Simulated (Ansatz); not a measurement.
Relaxed Be (hcp, Mg type):

```
CELL_PARAMETERS angstrom
      4.52945     0.00000     0.00000
     -1.13236     1.96131     0.00000
      0.00000     0.00000     3.56124
ATOMIC_POSITIONS crystal
  Be 0.16667 0.66667 0.75000
  Be 0.66667 0.66667 0.75000
  Be 0.33333 0.33333 0.25000
  Be 0.83333 0.33333 0.25000
```

In each cell atom 3 (Be, nearest neighbour Be at 2.209 Å; its periodic images, 2.3 Å or more away, move with it) moves by s·(-0.513, 0.296, -0.806) (towards the nearest neighbour), the rest being held.

The numbers are results of PBE (plane waves to 420 eV, PAW, scalar-relativistic; Ansatz, an electronic-structure program), not measurements. k mesh 19×19×11 (Γ-centred), Fermi-Dirac smearing 0.05 eV. E stands for the smeared free energy. With partly filled bands, energies and forces of such displacements shift with the k mesh and the smearing. Be was relaxed with its symmetry unable to fall. The zero of ΔE is the undisplaced structure. The last digit holds for this mesh only.

```csv
s (Å),ΔE (meV/cell)
-0.440,784.1
-0.352,490.3
-0.264,270.5
-0.176,118.5
-0.088,29.4
0.000,0.0
0.088,29.8
0.176,120.8
0.264,278.7
0.352,513.2
0.440,839.4
```

Q: What force constant k = d²E/ds² at s = 0 does the table give?

A: 7.6 eV/Å². It is the second difference of the nearest points, corrected with the next pair.

Q: With k = 7.60 eV/Å² from the forces, is the well harmonic out to s = 0.440 Å?

A: ½ks² = 736 meV/cell against the computed 839 meV/cell, so the well is stiffer than harmonic there.

(A displaced cell: forces are minus the slopes of the energy, force constants its curvatures, and phonons follow from these.)
